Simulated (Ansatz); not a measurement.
## Ca2Ga, a known structure type with other elements, at an estimated volume

```
Ga Ca
1.0
     2.72982    4.72818    0.00000
    -2.72982    4.72818    0.00000
     0.00000    0.00000    7.10933
Ga Ca
2 4
Cartesian
  -0.0003 3.1523 1.9622
  -0.0003 6.3041 5.5168
  0.0000 0.0000 0.1991
  0.0000 0.0000 3.7537
  -0.0003 3.1523 5.6590
  -0.0003 6.3041 2.1044
```

Level: PBE, no spin polarisation; 420 eV; 7×7×5 Γ-centred mesh; fermi-dirac occupations (width 0.1 eV); Ansatz 0.2.0, fixed geometry.

Problem. Which atom feels the largest force, and which way?

Solution. The largest is on Ca6 (and as large on other atoms): 0.19 eV/Å, components (0.00, 0.00, -0.19). It makes 87° with the line to a nearest neighbour, Ga1 at 3.16 Å.

Problem. Describe some of the short contacts.

Solution. Ga–Ca at 3.15 Å: least valence density 0.11 e/Å³ and ELF 0.13 there. Ca–Ca at 3.55 Å: least valence density 0.06 e/Å³ and ELF 0.18 there. Both are smooth PAW fields, read partly inside the augmentation spheres.

Problem. What does the stress say?

Solution. The pressure is -1.4 GPa (compression positive), so with the atoms held at these fractions the cell would first shrink.

Problem. What happens at the Fermi level?

Solution. It is a metal, with about 7.1 states/eV a cell as the mean within 0.25 eV of the Fermi level.

Origin: a known structure type with other elements, at an estimated volume, so it need not be a known compound. Caveats: many states at the Fermi level without spin polarisation, so a magnetic state may lie lower.
